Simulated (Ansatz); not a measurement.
The calculation used Ansatz, DFT PBE, scalar-relativistic, plane waves, PAW, and for the lanthanide a 4f-in-core norm-conserving potential. Several structures of NdZrS2 from a search were relaxed, and the powder pattern of one of them was computed from 10° to 70° in 2θ (λ = 1.5406 Å).

Cu Kα1 powder pattern (kinematic, no thermal factors).
2θ (°) (relative intensity): 12.10 (4), 24.34 (20), 28.40 (64), 30.97 (8), 36.86 (2), 37.74 (100), 47.18 (1), 49.87 (8), 50.28 (26), 56.62 (13), 58.38 (17), 58.76 (8), 60.23 (1), 63.95 (2), 64.54 (20)

Question: Which structure gives it?
A.

Space group P4/mmm (No. 123). a = 3.897 Å, b = 3.897 Å, c = 5.501 Å, α = 90.00°, β = 90.00°, γ = 90.00°
```json
{"atom": "Nd", "site": "1d", "symmetry": "4/mmm", "x": "0.5000", "y": "0.5000", "z": "0.5000"}
{"atom": "Zr", "site": "1a", "symmetry": "4/mmm", "x": "0.0000", "y": "0.0000", "z": "0.0000"}
{"atom": "S", "site": "1b", "symmetry": "4/mmm", "x": "0.0000", "y": "0.0000", "z": "0.5000"}
{"atom": "S", "site": "1c", "symmetry": "4/mmm", "x": "0.5000", "y": "0.5000", "z": "0.0000"}
```

B.

Space group P-6m2 (No. 187). a = 3.626 Å, b = 3.626 Å, c = 7.309 Å, α = 90.00°, β = 90.00°, γ = 120.00°
```
atom  site  symmetry       x       y       z
  Nd    1f      -6m2  0.6667  0.3333  0.5000
  Zr    1e      -6m2  0.6667  0.3333  0.0000
   S    2h       3m. 0.3333  0.6667  0.2230
```

C.

Space group I4_1/amd:1 (No. 141). a = 5.515 Å, b = 5.515 Å, c = 10.937 Å, α = 90.00°, β = 90.00°, γ = 90.00°
| atom | site | symmetry | x | y | z |
| --- | --- | --- | --- | --- | --- |
| Nd | 4b | -4m2 | 0.5000 | 0.5000 | 0.0000 |
| Zr | 4a | -4m2 | 0.0000 | 0.0000 | 0.0000 |
| S | 8e | 2mm. | 0.5000 | 0.5000 | 0.2598 |

Answer: B. Its strongest line, at 2θ = 37.74°, has d = λ/(2 sin θ) = 2.382 Å and is the (1 0 2) reflection of the conventional P-6m2 cell with a = 3.626 Å, c = 7.309 Å. The others have their strongest lines at 32.4° (I4_1/amd); 32.5° (P4/mmm). In energy it is the lowest of those shown.

These are computed cells and needn't be stable.

The lanthanide is trivalent by construction, without f bands, f moments or other valences.
